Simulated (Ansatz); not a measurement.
Theory: DFT PBE, scalar-relativistic, plane waves, PAW (Ansatz). Settings of the last relaxation (4-atom cell): 420 eV, 12×12×12 k points, Gaussian smearing of 0.10 eV, collinear spin.

Energies over the elements count from the elements' standard structures at the same level (Cl₂ as a molecule), with no fitted energy shifts.

Question: Propose a candidate for a cubic metal made of Cl and Mn, with a formation energy near −0.06 eV/atom, about 20 Å³ per atom and a net moment near 1.0 μB per atom, in a cell of 4 atoms. Its symmetry should be Fm-3m (No. 225).

Answer: MnCl₃, space group Fm-3m (No. 225). Mn has 8 Cl at 2.96 Å and 6 Cl at 3.41 Å; around Cl on a site of symmetry -43m lie 4 Cl at 2.96 Å, 4 Mn at 2.96 Å and 6 Cl at 3.41 Å; around Cl on a site of symmetry m-3m lie 8 Cl at 2.96 Å and 6 Mn at 3.41 Å (long contacts).

```cif
data_structure
_symmetry_space_group_name_H-M 'P 1'
_symmetry_Int_Tables_number 1
_cell_length_a 4.8260
_cell_length_b 4.8260
_cell_length_c 4.8260
_cell_angle_alpha 60.000
_cell_angle_beta 60.000
_cell_angle_gamma 60.000
_cell_volume 79.48
loop_
_atom_site_label
_atom_site_type_symbol
_atom_site_fract_x
_atom_site_fract_y
_atom_site_fract_z
_atom_site_occupancy
Mn1 Mn 0.00000 0.00000 0.00000 1
Cl1 Cl 0.25000 0.25000 0.25000 1
Cl2 Cl 0.75000 0.75000 0.75000 1
Cl3 Cl 0.50000 0.50000 0.50000 1
```

| Item | Value |
| --- | --- |
| Volume per atom | 19.87 Å³ |
| Density | 3.37 g/cm³ |
| Formation energy | −0.06 eV/atom |
| Gap on the 12×12×12 mesh of the 4-atom cell | 0 eV (a metal) |
| Net moment per atom | 1.00 μB |
| Moment by site | Mn 4.6; Cl -0.1 (×2), -0.4 μB |

The cell was found from a structure generator's guess, not taken from experiment. Other answers may fit too; this one was computed.

In such compounds of Mn a zero gap at this level may well be an artefact, since no Hubbard U is applied. The magnetic state reached may not be the lowest. A structure relaxed within its symmetry needn't be a true minimum. Site moments count only spheres around the atoms; the net moment includes the space between them.
